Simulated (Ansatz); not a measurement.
**N-14 nuclear quadrupole resonance in K2PtC6N6**

Cell: an entry of the Crystallography Open Database (COD), ions relaxed with PBE at fixed cell.

Space group P-31m (No. 162); a = 7.3928, c = 6.6613 Å, γ = 120.00°.

```csv
site,Wyckoff,site symmetry,x,y,z
K,2d,3.2,0.3333,0.6667,0.5000
Pt,1a,-3.m,0.0000,0.0000,0.0000
C,6k,..m,0.2230,0.2230,0.1740
N,6k,..m,0.3513,0.3513,0.2751
```

One atom of each set is listed.

Computed with Ansatz: DFT, r2SCAN, plane waves and PAW, scalar-relativistic, 500 eV cutoff, Γ-centred 5×5×5 k-points, Fermi–Dirac smearing 0.05 eV.

N-14: I = 1, Q = 20.44 mb (year-2017 value). Static lattice, zero field.

Question: At which frequencies do the N-14 NQR lines lie?

Answer: For I = 1 the lines are ν± = (3/4)|C_Q|(1 ± η/3) and ν₀ = |C_Q|η/2.

| site | atoms | V_zz (10²¹ V/m²) | C_Q (MHz) | η | line frequencies (MHz) |
| --- | --- | --- | --- | --- | --- |
| N | 6 | -7.45 | -3.68 | 0.00 | 0.00876, 2.76, 2.77 |

At N V_zz points along its bond to C (within 1°).

The largest force is 0.9 eV/Å, so the atoms aren't at the calculated equilibrium and relaxing them would move these values. The database entry as given showed forces above 3 eV/Å or a pressure above 30 GPa, though relaxing it moves no atom far.
